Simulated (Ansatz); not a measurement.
# Sn3Pb2Se5 (I4/mmm) at 3 levels of theory

One geometry, relaxed with PBE; plane waves with PAW potentials in Ansatz, scalar-relativistic. No spin polarisation. Gaps are the least over mesh and band path; pressure is positive in compression.

```
CELL_PARAMETERS angstrom
-2.16649 2.16649 15.32220
2.16649 -2.16649 15.32220
2.16649 2.16649 -15.32220
ATOMIC_POSITIONS crystal
Sn 0.90125 0.90125 0.00000
Sn 0.50000 0.50000 0.00000
Sn 0.09875 0.09875 0.00000
Pb 0.69958 0.69958 0.00000
Pb 0.30042 0.30042 0.00000
Se 0.00000 0.00000 0.00000
Se 0.59831 0.59831 0.00000
Se 0.19795 0.19795 0.00000
Se 0.80204 0.80204 0.00000
Se 0.40168 0.40168 0.00000
```

```csv
level,cutoff (eV),k mesh,gap (eV),pressure (GPa)
PBE,420,12×12×12,0.03,0.0
r2SCAN,500,12×12×12,0,-1.0
LDA,420,12×12×12,0.03,-4.1
```

Spin-orbit coupling matters for the bands of heavy elements and is left out. The smearing is narrow for a metal on this mesh.

The structure comes from a generated guess; another structure or a mixture of phases may lie lower.
